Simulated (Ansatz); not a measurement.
## CdTe (zinc blende), scan of one atom of the cell

CdTe (zinc blende)

```yaml
crystal:
  lattice:
    - [0.00000, 3.30902, 3.30902]
    - [3.30902, 0.00000, 3.30902]
    - [3.30902, 3.30902, 0.00000]
  atoms:
    - { symbol: Te, position: [0.75000, 0.75000, 0.75000] }
    - { symbol: Cd, position: [0.00000, 0.00000, 0.00000] }
```

In this cell atom 2 (Cd, nearest neighbour Te at 2.866 Å; its periodic images, 4.7 Å or more away, move with it) is moved by s along Cartesian z, unit vector (0.000, 0.000, 1.000); all other atoms and the cell stay fixed.

Method: PBE (plane waves to 420 eV, PAW, scalar-relativistic; Ansatz, an electronic-structure program). k mesh 7×7×7 (Γ-centred), Fermi-Dirac smearing 0.05 eV. E stands for the smeared free energy. Stress and pressure are positive under compression. F∥ is the force on the atom along that direction. CdTe was relaxed with its symmetry unable to fall. Spin-orbit coupling is left out, though Te is heavy. The zero of ΔE is the undisplaced structure.

```json
[
 {"s (Å)": "-0.860", "ΔE (meV/cell)": "1192", "F∥ (eV/Å)": "2.372", "P (GPa)": "7.6"},
 {"s (Å)": "-0.688", "ΔE (meV/cell)": "803", "F∥ (eV/Å)": "2.124", "P (GPa)": "5.2"},
 {"s (Å)": "-0.516", "ΔE (meV/cell)": "470", "F∥ (eV/Å)": "1.728", "P (GPa)": "3.1"},
 {"s (Å)": "-0.344", "ΔE (meV/cell)": "215", "F∥ (eV/Å)": "1.221", "P (GPa)": "1.4"},
 {"s (Å)": "-0.172", "ΔE (meV/cell)": "55", "F∥ (eV/Å)": "0.633", "P (GPa)": "0.4"},
 {"s (Å)": "0.000", "ΔE (meV/cell)": "0", "F∥ (eV/Å)": "0.000", "P (GPa)": "0.0"},
 {"s (Å)": "0.172", "ΔE (meV/cell)": "55", "F∥ (eV/Å)": "-0.633", "P (GPa)": "0.4"},
 {"s (Å)": "0.344", "ΔE (meV/cell)": "215", "F∥ (eV/Å)": "-1.221", "P (GPa)": "1.4"},
 {"s (Å)": "0.516", "ΔE (meV/cell)": "470", "F∥ (eV/Å)": "-1.728", "P (GPa)": "3.1"},
 {"s (Å)": "0.688", "ΔE (meV/cell)": "803", "F∥ (eV/Å)": "-2.124", "P (GPa)": "5.2"},
 {"s (Å)": "0.860", "ΔE (meV/cell)": "1192", "F∥ (eV/Å)": "-2.372", "P (GPa)": "7.6"}
]
```

Summary:

Energy at s = 0.860 Å: 1192 meV/cell
Force along the line at s = -0.860 Å: 2.37 eV/Å
Symmetry of the curve: even: the same for both signs
Shape of the curve: a single well with its minimum at or next to zero displacement
Force constant k = d²E/ds² at s = 0 (finite differences): 3.72 eV/Å²
Harmonic estimate at the end of the scan: ½ks² = 1377 meV/cell against the computed 1192 meV/cell, so the well is softer than harmonic there
Zone-centre optical wavenumber from k (transverse: no LO-TO term): 130 cm⁻¹

(A displaced cell: forces are minus the slopes of the energy, force constants its curvatures, and phonons follow from these.)
